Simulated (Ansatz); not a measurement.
YAs (rock salt, space group No. 225) under volume change, the program Ansatz at the PBEsol level (PAW), scaled uniformly.

```csv
V (Å³/atom),E − E(relaxed) (meV/atom),P (GPa)
21.600,58.1,9.43
22.313,24.5,5.80
23.025,5.8,2.68
23.737,0.0,0.00
24.449,5.2,-2.29
25.161,19.9,-4.27
25.873,42.7,-5.96
```

Question: What does a third-order Birch–Murnaghan fit give for V₀, B₀ and B′?

Answer: V₀ = 23.74 Å³/atom, B₀ = 82.5 GPa, B′ = 4.1.

Space group Fm-3m (rock salt). The workflow started from an entry of the Crystallography Open Database (COD). Whether it is the stable phase at ambient conditions was not checked. The cell was relaxed with PBEsol under the symmetry of its start; whether a distortion lowers the energy is not shown. The run is not spin-polarised.

Potentials: the later of the program's two PAW sets.
